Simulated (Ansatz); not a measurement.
BaHfO₃:
Space group Pm-3m (No. 221); a = 4.1575 Å, b = 4.1575 Å, c = 4.1575 Å, α = 90.00°, β = 90.00°, γ = 90.00°

```json
[
 {"atom": "Ba", "site": "1b", "symmetry": "m-3m", "x": "0.5000", "y": "0.5000", "z": "0.5000"},
 {"atom": "Hf", "site": "1a", "symmetry": "m-3m", "x": "0.0000", "y": "0.0000", "z": "0.0000"},
 {"atom": "O", "site": "3d", "symmetry": "4/mm.m", "x": "0.0000", "y": "0.0000", "z": "0.5000"}
]
```

Relaxed with PBEsol. PBEsol in the plane-wave PAW code Ansatz gives a gap of 3.58 eV.

### Question
What gap does HSE06 give on the same cell (Ansatz, PAW)?

### Answer
5.21 eV, 1.63 eV more. The hybrid was solved on a coarser mesh and at special points; its gap is the smallest among all of these.

```json
[
 {"k": "Γ", "v1 PBEsol": "-0.08", "c1 PBEsol": "3.58", "v1 HSE06": "-0.15", "c1 HSE06": "5.21"},
 {"k": "R", "v1 PBEsol": "0.00", "c1 PBEsol": "6.11", "v1 HSE06": "(withheld)", "c1 HSE06": "(withheld)"},
 {"k": "M", "v1 PBEsol": "-0.05", "c1 PBEsol": "6.34", "v1 HSE06": "(withheld)", "c1 HSE06": "(withheld)"},
 {"k": "X", "v1 PBEsol": "-0.39", "c1 PBEsol": "4.06", "v1 HSE06": "(withheld)", "c1 HSE06": "(withheld)"}
]
```

### Question
Top valence (v1) and lowest conduction level (c1) in eV from each method's valence maximum (which need not be a listed point): supply the withheld HSE06 values.

### Answer

- M, v1 HSE06: -0.05
- M, c1 HSE06: 8.13
- X, v1 HSE06: -0.50
- X, c1 HSE06: 5.75
- R, v1 HSE06: 0.00
- R, c1 HSE06: 7.74

Cost on shared cores: the PBEsol run (SCF on a 7×7×7 mesh, then bands and DOS) roughly 27 core-seconds, the HSE06 run (SCF on 4×4×4, then a few points) around 2.0 core-minutes (rough); the tasks are unlike.

The PBEsol relaxation kept the symmetry of its start. No spin polarisation was allowed. Spin–orbit coupling is left out wherever it is not named.

Potentials: the later of the program's two PAW sets.
